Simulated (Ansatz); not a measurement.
Start of a relaxation of Ca₃H₄:

```
CELL_PARAMETERS angstrom
-3.05059 3.05059 3.05059
3.05059 -3.05059 3.05059
3.05059 3.05059 -3.05059
ATOMIC_POSITIONS crystal
Ca 0.00000 0.50000 0.50000
Ca 0.50000 0.00000 0.50000
Ca 0.50000 0.50000 0.00000
H 0.50000 0.50000 0.50000
H 0.00000 0.00000 0.50000
H 0.00000 0.50000 0.00000
H 0.50000 0.00000 0.00000
```

Theory: DFT PBE, scalar-relativistic, plane waves, PAW (Ansatz 0.2.0). Cutoff 420 eV, Gaussian smearing, Γ-centred meshes. Cell and atoms relax first on a coarse mesh and then on a finer one. In between, the cell is made exact in the group found at 0.06 Å. In metals the finer mesh still leaves noise of several meV/atom or more. The steps can't lower the symmetry of their start. No spin polarisation.

A guess keeps its type if space group and coordination stay and the shape of the cell changes little (axis ratios within about 15 %, angles within 6°); the volume may change.

Task: Does it keep its structure type, or change into something else?

Result: It keeps its type: symmetry leaves only the cell edge free. The symmetry stays Im-3m (No. 229). The volume per atom shrinks by 1.2 %, from 16.2 to 16.0 Å³. The shortest distance goes from 2.64 Å (Ca–H) to 2.63 Å (Ca–H). Counting neighbours within 15 % of an atom's shortest distance, the start has Ca 8, H 6 and the end Ca 8, H 6.

The last run used a 10×10×10 mesh for its 7-atom cell and Gaussian smearing of 0.10 eV. Symmetry constrained the relaxation, so the result can be a saddle point.
